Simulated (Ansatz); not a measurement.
Input:

Mn2Sn:
```xyz
6
Lattice="3.9373 0.0000 0.0000 0.0000 3.9373 0.0000 0.0000 0.0000 6.2836" Properties=species:S:1:pos:R:3 pbc="T T T"
Mn     0.0000     0.0000     0.0000
Mn     1.9686     1.9686     0.0000
Mn     1.9686     0.0000     1.5316
Mn     0.0000     1.9686     4.7520
Sn     1.9686     0.0000     4.3192
Sn     0.0000     1.9686     1.9644
```
The run is spin-polarised; directions of the spins, atom by atom: ↑ ↑ ↓ ↓ 0 0.

This is the PBE-relaxed structure.

Problem. All from PBE (plane waves, PAW; program Ansatz), unless another level is named. Estimate the density of states at the Fermi level.

Solution. 0.83 states/eV per atom (mean over ±0.08 eV).

Problem. Next, the formation energy from the elements (no fitted shifts)?

Solution. 0.14 eV/atom.

Space group P4/nmm. The cell is a constructed one: a structure type filled with these elements; neither database checked (COD, Materials Project) lists it. COD files the formula under space group No. 194. Its standing as an ambient phase is unchecked. Symmetry was held in the PBE relaxation, as lowered by the spin order; whether a distortion lowers the energy is not shown. Magnetic state: ferrimagnetic, chosen from 2 collinear starts compared on coarse meshes (ties went to the first, and starts can fall back to one state), not a proven ground state. The references are the lowest solids computed at this level, not always the standard phases. Scalar-relativistic: spin–orbit coupling is off unless named, which matters more the heavier the elements.

Potentials: the earlier of the program's two PAW sets.
